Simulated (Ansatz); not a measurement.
CoSi$_{2}$ (fluorite type, space group Fm-3m)

Space group Fm-3m (No. 225); a = 5.313 Å, b = 5.313 Å, c = 5.313 Å, α = 90.00°, β = 90.00°, γ = 90.00°

| atom | site | symmetry | x | y | z |
|---|---|---|---|---|---|
| Co | 4a | m-3m | 0.0000 | 0.0000 | 0.0000 |
| Si | 8c | -43m | 0.2500 | 0.2500 | 0.2500 |
(The calculation used a cell of 3 atoms; values per cell refer to that cell.)

Two coordinates are scanned: the volume, and the ratio of the stretch along z (the conventional c axis) to the stretch across it. Atoms keep their fractional coordinates.

Method: PBEsol (plane waves to 420 eV, PAW, scalar-relativistic; Ansatz, a program for electronic structure). k mesh 15×15×15 (Γ-centred), Fermi-Dirac smearing 0.05 eV. The energy includes the smearing's −TS. With partly filled bands, the response to shear is sensitive to the k mesh, so small differences along c/a are uncertain. CoSi2 is run without spin polarisation. CoSi2 was relaxed with its symmetry unable to fall. The PAW data are Ansatz's earlier set. The zero of ΔE is the relaxed starting cell.

Problem. Give the computed ΔE (meV/atom) at all points of the grid V/V₀ = 0.960, 0.973, 0.987, 1.000, 1.013, 1.027, 1.040 by (c/a)/(c/a)₀ = 0.960, 0.973, 0.987, 1.000, 1.013, 1.027, 1.040.

Solution. ΔE (meV/atom), with V/V₀ across and (c/a)/(c/a)₀ down:

```
(c/a)/(c/a)₀ \ V/V₀  0.960  0.973  0.987  1.000  1.013  1.027  1.040
-------------------  -----  -----  -----  -----  -----  -----  -----
0.960                   18     11      6      5      6     10     16
0.973                   15      8      3      2      3      7     13
0.987                   14      6      2      0      2      6     12
1.000                   13      6      1      0      1      5     11
1.013                   14      6      2      0      2      6     12
1.027                   15      8      3      2      3      7     13
1.040                   17     10      5      4      5      9     15
```

(A scan under strain: stresses follow from slopes of the energy per volume, elastic moduli from its curvatures.)
